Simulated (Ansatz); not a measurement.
## BaTiO3 (tetragonal-perovskite type, space group P4mm), scan of one atom of the cell

Starting cell, BaTiO₃ (tetragonal-perovskite type, space group P4mm):

```
CELL_PARAMETERS angstrom
      3.98546     0.00000     0.00000
      0.00000     3.98546     0.00000
      0.00000     0.00000     4.20133
ATOMIC_POSITIONS crystal
  Ti 0.50000 0.50000 0.45767
  Ba 0.00000 0.00000 0.94044
  O  0.50000 0.50000 0.88899
  O  0.50000 0.00000 0.40945
  O  0.00000 0.50000 0.40945
```

In each cell atom 5 (O, nearest neighbour Ti at 2.003 Å; its periodic images, 4.0 Å or more away, move with it) moves by s·(0.577, 0.577, 0.577) (along Cartesian [111]), the rest being held.

The numbers are results of PBE (plane waves to 420 eV, PAW, scalar-relativistic; Ansatz, a program for electronic structure), not measurements. k mesh 7×7×6 (Γ-centred), Fermi-Dirac smearing 0.05 eV. Energies are smeared free energies. Stress and pressure are positive under compression. F∥ is the force on the atom along that direction. F⊥ is the part of the force across the line. BaTiO3 is run without spin polarisation. BaTiO3 was relaxed with its symmetry unable to fall. ΔE is measured from the undisplaced structure.

| s (Å) | ΔE (meV/cell) | P (GPa) | |F⊥| (eV/Å) | F∥ (eV/Å) |
|---|---|---|---|---|
| -0.400 | 475 | 3.49 | 0.303 | 2.572 |
| -0.320 | 295 | 2.21 | 0.189 | 1.951 |
| -0.240 | 161 | 1.19 | 0.105 | 1.394 |
| -0.160 | 70 | 0.48 | 0.053 | 0.893 |
| -0.080 | 17 | 0.08 | 0.024 | 0.436 |
| 0.000 | 0 | 0.00 | 0.001 | 0.000 |
| 0.080 | 17 | 0.25 | 0.047 | -0.440 |
| 0.160 | 71 | 0.84 | 0.150 | -0.906 |
| 0.240 | 164 | 1.76 | 0.339 | -1.421 |
| 0.320 | 300 | 3.00 | 0.635 | -1.999 |
| 0.400 | 486 | 4.56 | 1.053 | -2.648 |

Derived quantities:

```
Item                                                                                                                                                 Result
--------------------------------------------------------  -------------------------------------------------------------------------------------------------
Energy at s = 0.400 Å                                                                                                                          486 meV/cell
Force along the line at s = -0.400 Å                                                                                                              2.57 eV/Å
Shape of the curve                                                                           a single well with its minimum at or next to zero displacement
Force constant k = d²E/ds² at s = 0 (finite differences)                                                                                         5.42 eV/Å²
Harmonic estimate at the end of the scan                  ½ks² = 433 meV/cell against the computed 486 meV/cell, so the well is stiffer than harmonic there
```

(For displaced atoms, the force is minus the slope of the energy, and its curvature is a force constant, which sets phonon frequencies.)
